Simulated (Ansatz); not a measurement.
Relaxed-ion elastic tensor of Nb3Sn (A15 (Cr3Si type), space group No. 223) in GPa (Voigt order), r²SCAN in the plane-wave PAW code Ansatz; density 8.84 g/cm³, 18.66 Å³ per atom.

```
 256   128   128   0.0   0.0   0.0
 128   256   128   0.0   0.0   0.0
 128   128   256   0.0   0.0   0.0
 0.0   0.0   0.0  28.5   0.0   0.0
 0.0   0.0   0.0   0.0  28.5   0.0
 0.0   0.0   0.0   0.0   0.0  28.5
```

Question: Is the crystal mechanically stable?

Answer: Yes: the smallest eigenvalue of C is 28.5 GPa.

Question: Work out the Voigt, Reuss and Hill averages.

Answer: K_V = 170, K_R = 170, K_H = 170; G_V = 42.7, G_R = 36.7, G_H = 39.7 GPa.

Question: Give Young's modulus, Poisson's ratio, Pugh's ratio and the universal anisotropy index.

Answer: E = 9KG/(3K + G) = 110 GPa; ν = 0.39; K/G = 4.29 (ductile by the Pugh limit of 1.75); A_U = 5G_V/G_R + K_V/K_R − 6 = 0.83.

Question: Estimate the sound speeds and the Debye temperature.

Answer: v_l = √((K + 4G/3)/ρ) = 5020 m/s, v_t = √(G/ρ) = 2120 m/s, mean 2400 m/s; Θ = (h/k)(3n/4πV)^(1/3) v_m = 269 K.

Question: Give the Zener ratio and Young's modulus along [100], [110] and [111].

Answer: A = 2C44/(C11 − C12) = 0.45; 1/E = S11 − 2(S11 − S12 − S44/2)Γ with Γ = 0, 1/4, 1/3 gives 171, 93.3, 81.1 GPa.

Question: Solve the Christoffel equation for the three sound speeds along [100], [110], [111].

Answer: Eigenvalues of C_ijkl n_j n_l equal ρv². In km/s, slowest first: [100] 1.80, 1.80, 5.38; [110] 1.80, 2.69, 4.99; [111] 2.43, 2.43, 4.85.

Space group Pm-3n (A15 (Cr3Si type)). Symmetry was held in the r²SCAN relaxation. The run is not spin-polarised. As this level gives no gap, shear constants depend on the k-mesh and smearing (Fermi–Dirac, 0.1 eV here). Scalar-relativistic: spin–orbit coupling is off unless named, which matters more the heavier the elements.

Potentials: the earlier of the program's two PAW sets.
